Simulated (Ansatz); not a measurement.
Input file for Ansatz (a program for electronic structure):

Ansatz 0.2 input:
```yaml
crystal:
  lattice:
    - [0.0, 3.7259399277, 3.7259399277]
    - [3.7259399277, 0.0, 3.7259399277]
    - [3.7259399277, 3.7259399277, 0.0]
  atoms:
    - { symbol: Sc, position: [0.0, 0.0, 0.0] }
    - { symbol: Sc, position: [0.25, 0.25, 0.25] }
    - { symbol: Al, position: [0.625, 0.625, 0.625] }
    - { symbol: Al, position: [0.125, 0.625, 0.625] }
    - { symbol: Al, position: [0.625, 0.625, 0.125] }
    - { symbol: Al, position: [0.625, 0.125, 0.625] }
kpoints:
  mp_grid: { grid: [20, 20, 20] }
hamiltonian:
  xc: lda
  pseudopotentials: { kind: paw }
scf:
  occupations: { method: fermi_dirac, width: 0.1 }
elastic: { mode: relaxed_ion, stencil: two_point, amplitude: 0.005, f_tol: 0.0005 }
```

Output (shortened):

```
Pseudopotential: Sc, paw, valence charge 11
Pseudopotential: Al, paw, valence charge 3
Functional definition: SPW92
Crystal: 6 atoms, lattice volume = 103.452 Å³
Basis set: ecut = 420 eV, 2085 PW (Γ)
Bands: 23, of which v1, the nominal top of the filled ones, is band 17 counted from 1 (16 counted from 0)
Symmetry: 48 space group operations
Space group: Fd-3m (ITA 227), of the structure as read, at distance tolerance 4.7e-5 Å
k-points: 256 of 8000
SCF 1 converged in 9 iterations: F = -6232.624532 eV  dr2 = 7.87e-14
Crystal: 6 atoms, lattice volume = 102.934 Å³
Basis set: ecut = 420 eV, 1989 PW (Γ)
Symmetry: 16 space group operations
k-points: 641 of 8000
SCF 2 converged in 8 iterations: F = -6232.622722 eV  dr2 = 1.50e-14
Crystal: 6 atoms, lattice volume = 103.969 Å³
SCF 3 converged in 6 iterations: F = -6232.623002 eV  dr2 = 1.79e-14
Crystal: 6 atoms, lattice volume = 103.451 Å³
Basis set: ecut = 420 eV, 2037 PW (Γ)
Symmetry: 8 space group operations
k-points: 1166 of 8000
SCF 4 converged in 9 iterations: F = -6232.623931 eV  dr2 = 2.72e-14
relax step   1: F+E_penalty+E_count = -6232.62393096 eV  Δ(F+E_penalty+E_count) = +0.000e0 eV  max|allowed force component| = 3.727e-3 eV/Å  Δτ_max = 0.0000 Å  (9 SCF iters, accepted)
Crystal: 6 atoms, lattice volume = 103.451 Å³
SCF 5 converged in 7 iterations: F = -6232.623932 eV  dr2 = 1.54e-14
relax step   2: F+E_penalty+E_count = -6232.62393172 eV  Δ(F+E_penalty+E_count) = -7.610e-7 eV  max|allowed force component| = 2.991e-3 eV/Å  Δτ_max = 0.0010 Å  (7 SCF iters, accepted)
Crystal: 6 atoms, lattice volume = 103.451 Å³
SCF 6 converged in 7 iterations: F = -6232.623933 eV  dr2 = 3.33e-15
relax step   3: F+E_penalty+E_count = -6232.62393310 eV  Δ(F+E_penalty+E_count) = -1.376e-6 eV  max|allowed force component| = 6.694e-8 eV/Å  Δτ_max = 0.0005 Å  (7 SCF iters, accepted)
Crystal: 6 atoms, lattice volume = 103.451 Å³
SCF 7 converged in 6 iterations: F = -6232.623933 eV  dr2 = 0.0
Crystal: 6 atoms, lattice volume = 103.451 Å³
SCF 8 converged in 9 iterations: F = -6232.623931 eV  dr2 = 2.76e-14
relax step   1: F+E_penalty+E_count = -6232.62393092 eV  Δ(F+E_penalty+E_count) = +0.000e0 eV  max|allowed force component| = 3.728e-3 eV/Å  Δτ_max = 0.0000 Å  (9 SCF iters, accepted)
Crystal: 6 atoms, lattice volume = 103.451 Å³
SCF 9 converged in 7 iterations: F = -6232.623933 eV  dr2 = 4.81e-15
relax step   2: F+E_penalty+E_count = -6232.62393306 eV  Δ(F+E_penalty+E_count) = -2.137e-6 eV  max|allowed force component| = 1.290e-7 eV/Å  Δτ_max = 0.0006 Å  (7 SCF iters, accepted)
Crystal: 6 atoms, lattice volume = 103.451 Å³
SCF 10 converged in 6 iterations: F = -6232.623933 eV  dr2 = 0.0
SCF converged after 9 iterations
Free energy (F): -6232.624532 eV
Harris-Foulkes:  -6232.624532 eV  (|F-HF|=9.09e-13)
Internal energy: -6232.509192 eV  (E = F + TS)
E sigma→0 (E₀):  -6232.566862 eV
Entropy (-TS):   -0.115341 eV (-19.223 meV/atom)
Fermi energy:    9.261078 eV
--- Per-component energies (eV) ---
  E_band       = -274.020084
  E_kinetic    = 620.506976
  E_local      = -1928.288245  (includes V_loc(G=0)·N_el)
  E_nonlocal   = 218.181604
  E_hartree    = 722.973360
  E_xc         = -366.968226
  E_vxc        = -378.569130  (∫ρ·V_xc dr)
  E_paw        = -3594.587126  (= ΣΔE_a)
  E_vpaw       = -251.798009  (= ΣTr[D̂ρ^β])
  E_aug_tail   = 0.000002  (compensation charges beyond the density's cutoff)
  E_ewald      = -1905.160248
  E_core_change = 0.832712  (= ΣΔE_core)
  E_smearing   = -0.115341  (= −TS)
  E_closure    = 0.000000  (closes the sum)
  Σ components = -6232.624532   (vs F -6232.624532, Δ=0.00e0)
--- Forces (eV/Å), atoms counted from 1 ---
  atom   1  Sc     0.00000000     0.00000000     0.00000000
  atom   2  Sc     0.00000000     0.00000000     0.00000000
  atom   3  Al     0.00000000     0.00000000     0.00000000
  atom   4  Al     0.00000000     0.00000000     0.00000000
  atom   5  Al     0.00000000     0.00000000     0.00000000
  atom   6  Al     0.00000000     0.00000000     0.00000000
  max |Σ_I F_I| component: 2.31e-17 eV/Å
--- Stress (GPa, compression-positive) ---
        0.036808       0.000000       0.000000
        0.000000       0.036808       0.000000
        0.000000       0.000000       0.036808
  P = ⅓ Tr σ = 0.0368 GPa (0.368 kbar)
--- Band table (eV; the first three rows and the last of 256) ---
  k-point 0: bands = ["-39.4541", "-39.4046", "-18.4358", "-18.4358", "-18.4358", "-18.3084", "-18.3084", "-18.3084", "-0.5938", "5.2037", "6.7084", "6.7084", "6.7084", "6.8115", "6.8115", "6.8115", "7.4916", "7.4916", "9.6574", "11.4754", "11.4754", "11.4754", "12.1048"]
  k-point 1: bands = ["-39.4539", "-39.4048", "-18.4362", "-18.4362", "-18.4358", "-18.3085", "-18.3080", "-18.3080", "-0.5747", "5.1077", "6.4441", "6.5801", "6.5801", "6.9024", "6.9024", "7.1354", "7.5521", "7.5521", "9.7379", "11.4263", "11.4775", "11.4775", "12.0972"]
  k-point 2: bands = ["-39.4532", "-39.4055", "-18.4374", "-18.4374", "-18.4359", "-18.3089", "-18.3068", "-18.3068", "-0.5179", "4.8462", "6.2031", "6.3988", "6.3988", "6.9910", "6.9910", "7.5418", "7.7121", "7.7121", "9.9574", "11.2756", "11.4848", "11.4848", "12.0705"]
  k-point 255: bands = ["-39.4293", "-39.4293", "-18.4677", "-18.4677", "-18.3737", "-18.3737", "-18.2789", "-18.2789", "1.6503", "1.6503", "4.2445", "4.2445", "7.6638", "7.6638", "7.7456", "7.7456", "9.6765", "9.6765", "10.3130", "10.3130", "11.1613", "11.1613", "12.6120"]
--- Elastic constants: 2 strain directions × 2 members + reference (group order 48) ---
  dense FFT box of the reference and of every strained cell: 36×36×36
  strains applied: 11, 23; error gains: componentwise 1.00 (the most a stress slope's error grows in a printed constant), spectral 1.73 (1 for all six strains …
  C = ∂σ_k/∂η_j (tension-positive GPa; Voigt order 11 22 33 23 13 12):
       207.409     42.308     42.308      0.000      0.000      0.000
        42.308    207.409     42.308      0.000      0.000      0.000
        42.308     42.308    207.409      0.000      0.000      0.000
         0.000      0.000      0.000     74.533      0.000      0.000
         0.000      0.000      0.000      0.000     74.533      0.000
         0.000      0.000      0.000      0.000      0.000     74.533
  reference stress σ⁰ (GPa):     -0.037     -0.037     -0.037      0.000      0.000      0.000
  moduli (Voigt/Reuss/Hill, GPa): K = 97.34/97.34/97.34   G = 77.74/77.55/77.64   E = 184.01   ν = 0.185
  mechanically stable: yes (min eigenvalue of sym C = 74.53 GPa)
  strain η (Voigt 11):  stress-route row diagonal C_11 = 207.41 GPa, energy-path curvature d²(F+E_count+ΔE)/dδ²/Ω₀ = 207.40 GPa
         δ    σ_11 (GPa)             F (eV)   n_scf  n_hpsi   n_pw
    -5.000e-3      -1.0930       -6232.6227220       8  271156   2044   relax 0 steps, max|allowed force component| 2.78e-17 eV/Å
     5.000e-3       0.9811       -6232.6230022       6  222378   2085   relax 0 steps, max|allowed force component| 2.78e-17 eV/Å
  strain η (Voigt 23):  stress-route row diagonal C_44 = 74.53 GPa, energy-path curvature d²(F+E_count+ΔE)/dδ²/Ω₀ = 74.55 GPa
         δ    σ_23 (GPa)             F (eV)   n_scf  n_hpsi   n_pw
    -5.000e-3      -0.3727       -6232.6239331       6  347153   2045   relax 3 steps, max|allowed force component| 6.69e-8 eV/Å
     5.000e-3       0.3727       -6232.6239331       6  347429   2045   relax 2 steps, max|allowed force component| 1.29e-7 eV/Å
```

Cost: around 11 core-minutes (rough) on shared cores.

The first step of the workflow began from a Materials Project structure, measured or hypothetical; the Crystallography Open Database copy checked does not list it. Its standing as an ambient phase is unchecked. Symmetry was held in the LDA relaxation; of distortions, only those at the zone centre were tested. No spin polarisation was allowed. As this level gives no gap, shear constants depend on the k-mesh and smearing (Fermi–Dirac, 0.1 eV here).

Potentials: the later of the program's two PAW sets.

Ansatz is a plane-wave DFT program.
